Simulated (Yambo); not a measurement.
How GW settings move the gap: YHSe

G0W0@PBEsol for YHSe (space group P-6m2, No. 187) in Yambo. Reference settings: 3×3×4 Γ-centred k mesh, bands 13 to 194 and a 8 Ry block in the screening, 194 bands in G with the Bruneval-Gonze terminator, plasmon pole fitted at 27.2 eV. The PBEsol gap A → Γ on this mesh is 1.35 eV; G0W0 gaps are taken between the same points.

| change from the reference | G0W0 gap A → Γ (eV) | shift of the valence edge (eV) | rough Yambo cost |
|---|---|---|---|
| reference settings | 2.63 | -0.92 | 1 |
| 76 bands in W, 76 bands in G | 2.63 | -0.62 | about 1/3 |
| 76 bands in G | 2.63 | -0.85 | – |
| 126 bands in G | 2.63 | -0.91 | – |
| 94 bands in W | 2.62 | -0.75 | about 1/2 |
| 3 Ry block | 2.38 | -0.59 | within a factor of two |
| 7 Ry block | 2.57 | -0.84 | within a factor of two |
| 2 Ry block | 2.38 | -0.54 | within a factor of two |
| no random integration | 2.62 | -0.80 | – |
| 3×3×2 mesh | 2.55 | -0.86 | about 1/4 |
| 76 bands in G, no terminator | 2.57 | -0.35 | – |
| no terminator | 2.63 | -0.83 | – |

The reference isn't shown to be the converged limit. Costs are rough (shared machines), scaled to the same edge states, and given only for runs that recompute the screening.

The standard potential for Se keeps a d shell in the valence without the s and p states of that shell. In tests on such compounds this moved G0W0 gaps by up to about 0.9 eV, so absolute quasiparticle energies here are unreliable; differences between settings are what counts.

Spin-orbit coupling is included.

Geometry relaxed with PBEsol; primitive cell a = b = 3.795 Å, c = 3.852 Å, α = β = 90.00°, γ = 120.00°.

The structure is a Materials Project entry; no match was found in the copy of COD used, and its stability was not checked.

A shift is the quasiparticle energy of the state minus its PBEsol energy.
